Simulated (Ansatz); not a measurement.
BN (h-BN type, space group P6_3/mmc)

```
BN
1.0
    2.50643     0.00000     0.00000
   -1.25322     2.17063     0.00000
    0.00000     0.00000     6.61383
B N
2 2
Cartesian
  0.00000   1.44709   1.65346
  1.25322   0.72354   4.96037
  0.00000   1.44709   4.96037
  1.25322   0.72354   1.65346
```

The slice is a (1 -1 0 0) plane (indices of the conventional cell) through the point (0.333, 0.667, 0.250) (fractional), spanned by u = [110] and v = [001] in vectors of this cell: u (2.51 Å) and v (6.61 Å, at 90° to u). It covers one period; positions are fractions (u, v).

These are PBE-D3(BJ) (plane waves to 420 eV, PAW, scalar-relativistic; Ansatz, a first-principles code) values and carry that method's errors. k mesh 15×15×5. These are valence fields of a PAW run, semicore shells included where kept as valence: close to a nucleus they are smooth pseudo fields. BN was relaxed with its symmetry unable to fall.

Task: Predict the map of the electrostatic potential energy of an electron, from the cell's mean on the slice.

Result: 
```tsv
v \ u	0.00	0.08	0.17	0.25	0.33	0.42	0.50	0.58	0.67	0.75	0.83	0.92
0.88	<0.0	<0.0	2.1	4.4	6.1	6.9	7.1	6.9	6.1	4.4	2.1	<0.0
0.75	8.6	8.7	8.7	8.7	8.8	8.8	8.8	8.8	8.8	8.7	8.7	8.7
0.62	4.0	4.9	5.9	6.2	6.1	5.6	5.3	5.6	6.1	6.2	5.9	4.9
0.50	x	x	x	<0.0	<0.0	<0.0	<0.0	<0.0	<0.0	<0.0	x	x
0.38	4.0	4.8	5.8	6.3	6.1	5.6	5.3	5.6	6.1	6.3	5.8	4.8
0.25	8.6	8.6	8.7	8.7	8.8	8.8	8.8	8.8	8.8	8.7	8.7	8.6
0.12	<0.0	<0.0	2.0	4.4	6.1	6.9	7.1	6.9	6.1	4.4	2.0	<0.0
0.00	x	x	x	<0.0	<0.0	<0.0	<0.0	<0.0	<0.0	<0.0	x	x
```

Values: electrostatic potential energy of an electron, from the cell's mean, in eV. Points within 0.6 Å of a nucleus are blanked (x), as the pseudised field means little there. Values under 0 eV are set to 0. The zero, the cell's mean, hangs on the PAW cores.
